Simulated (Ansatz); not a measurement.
Ba:
```
CELL_PARAMETERS angstrom
      0.00000     2.99031     2.99031
      2.99031     0.00000     2.99031
      2.99031     2.99031     0.00000
ATOMIC_POSITIONS crystal
  Ba 0.00000 0.00000 0.00000
```

Relaxed with LDA. Special points in fractions of this cell's reciprocal vectors: Γ (0.000, 0.000, 0.000); X (0.500, 0.000, 0.500); U (0.625, 0.250, 0.625); K (0.375, 0.375, 0.750); L (0.500, 0.500, 0.500); W (0.500, 0.250, 0.750).

Task: List the band energies nearest the Fermi level at these points for LDA in the plane-wave PAW code Ansatz.

Result: In eV from the Fermi level; about four levels below and three above (degenerate sets whole), none deeper than 8.9 eV; points with the same levels are listed once.

| k | below | above |
|---|---|---|
| Γ | -2.83 | 1.92 1.92 1.92 |
| X | -1.00 -0.34 | 2.77 5.34 5.34 5.34 |
| U | -0.40 | 0.23 1.72 3.44 |
| L | -1.03 | 1.66 1.75 1.75 |
| W | -0.10 | 0.88 0.88 2.40 |

Space group Fm-3m (fcc (Cu type)). The workflow started from a Materials Project entry (that database holds measured and hypothetical structures alike); the Crystallography Open Database copy checked does not list it. It is not the phase usual at ambient conditions (space group No. 229). The cell was relaxed with LDA under the symmetry of its start; whether a distortion lowers the energy is not shown. Scalar-relativistic: spin–orbit coupling is off unless named, which matters more the heavier the elements.

Potentials: the later of the program's two PAW sets.
